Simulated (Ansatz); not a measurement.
LiH:
```yaml
crystal:
  lattice:
    - [0.00000, 1.99040, 1.99040]
    - [1.99040, 0.00000, 1.99040]
    - [1.99040, 1.99040, 0.00000]
  atoms:
    - { symbol: Li, position: [0.00000, 0.00000, 0.00000] }
    - { symbol: H, position: [0.50000, 0.50000, 0.50000] }
```

Cartesian axes are those of the cell as given.

Problem. Give the high-frequency dielectric tensor and the Born effective charge tensors of the independent atoms from DFPT, PBEsol (plane waves, PAW; program Ansatz).

Solution. 
ε∞:
```
4.69  0.00  0.00
0.00  4.69  0.00
0.00  0.00  4.69
```
Z* of atom 1 (Li), rows: field, columns: displacement, in e:
```
1.02  0.00  0.00
0.00  1.02  0.00
0.00  0.00  1.02
```
Z* of atom 2 (H), rows: field, columns: displacement, in e:
```
-1.02   0.00   0.00
 0.00  -1.02   0.00
 0.00   0.00  -1.02
```

Space group Fm-3m (rock salt). Symmetry was held in the PBEsol relaxation.

Potentials: the later of the program's two PAW sets.
